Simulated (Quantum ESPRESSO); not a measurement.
# Hf3AlO7F: convergence and cost over cutoff and k mesh

Simulated, not a measurement. The program is pw.x of Quantum ESPRESSO 7.5 (plane-wave density functional theory). The cell is made up: 12 atoms on a fluorite lattice, with randomly drawn elements, strain and displacements, not relaxed. PseudoDojo standard norm-conserving files (v0.5 for PBE, v0.4.1 for LDA and PBEsol) set the functional; there is no spin polarisation, spin-orbit coupling or dispersion term, and the masses in the input are unused placeholders.

The hafnium pseudopotential is less sure than the others, with forces about 3 percent (worst 6) and pressure in oxides about 1.5 GPa (worst 2.7) from a second method in checks, which no rerun with the same files tests.

Input of the run in row 4:

```
&control calculation='scf', pseudo_dir='./dojo.nc.sr.pbe.v0_5.standard.upf', outdir='./o', disk_io='medium', tprnfor=.true., tstress=.true. /
&system ibrav=0, nat=12, ntyp=4, nbnd=50, ecutwfc=84.00895049, nosym=.true., tot_charge=0,
 occupations='smearing', smearing='fd', degauss=0.0018374661
/
&electrons conv_thr=7.350e-09, electron_maxstep=60, /
ATOMIC_SPECIES
Al 1.0 Al.upf
F 1.0 F.upf
Hf 1.0 Hf.upf
O 1.0 O.upf
CELL_PARAMETERS angstrom
5.0505 0.0279 -0.0204
0.0279 5.0965 0.0458
-0.0204 0.0458 5.0645
ATOMIC_POSITIONS angstrom
Hf -0.0211 0.0276 0.0605
Hf -0.0055 2.5517 2.5622
Al 2.5007 0.0949 2.4993
Hf 2.5639 2.5789 0.0576
O 1.2264 1.1188 1.296
F 1.1518 1.3612 3.7357
O 1.2448 3.8378 1.3194
O 1.3811 3.7379 3.7706
O 3.778 1.241 1.2741
O 3.6413 1.3571 3.756
O 3.7265 3.9074 1.1571
O 3.8119 4.0077 3.826
K_POINTS automatic
4 4 4 1 1 1
```

The same cell was run at these settings. Meshes are shifted by half a step, and differences are from the last row, which is itself not exact.

```
cutoff (eV)     k mesh  k points solved  threshold (eV)  free energy less the last row's (eV)  pressure (GPa)  largest stress difference (GPa)  largest force difference (eV/Å)  iterations  wall time (s)  k-point pools                  processor
        800  2 x 2 x 2                4           1e-04                                 1.034          -14.66                            11.42                            0.081          11             52              1      AMD EPYC, Zen 5 class
       1143  2 x 2 x 2                4           1e-07                                -0.235           -3.67                             0.41                            0.086          15             92              1      AMD EPYC, Zen 5 class
        596  4 x 4 x 4               32           1e-07                                13.215          -65.37                            62.22                            0.215          13            218              1      AMD EPYC, Zen 5 class
       1143  4 x 4 x 4               32           1e-07                                 0.002           -3.34                             0.03                            0.002          14            533              1      AMD EPYC, Zen 5 class
       1437  6 x 6 x 6              108           1e-07                                 0.000           -3.31                             0.00                            0.000          14            450              4  Intel Xeon, 2023 or later
```

Each pool is one process. Wall times include start-up and a band step at six k points, which weighs most on the coarsest meshes. The runs were on shared virtual cores whose load varied, so times are rough.